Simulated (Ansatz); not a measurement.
BN (wurtzite, P6_3mc), LDA (plane waves, PAW; program Ansatz), all energies at zero smearing, with the estimated change up to a 700 eV cutoff added, with one set of potentials and settings (totals compare only within such a set). Cell of 4 atoms (2 B, 2 N): -1052.884 eV.

```json
[
 {"element": "B", "reference phase": "R-3m, 12 atoms in the cell", "E (eV/atom)": "-149.7758"},
 {"element": "N", "reference phase": "P4_2/mnm, 4 atoms in the cell", "E (eV/atom)": "-373.6497"}
]
```

Formation energy per atom, worked out: (-1052.884 − 2×(-149.7758) − 2×(-373.6497))/4 = -1.508 eV/atom (-146 kJ per mol of atoms), at 0 K, without zero-point energy or fitted corrections.

The LDA relaxation kept the symmetry of its start; phonons on a q-mesh show no instability. The references are the lowest solids computed at this level, not always the standard phases (solids in place of the gases).

Potentials: the later of the program's two PAW sets.
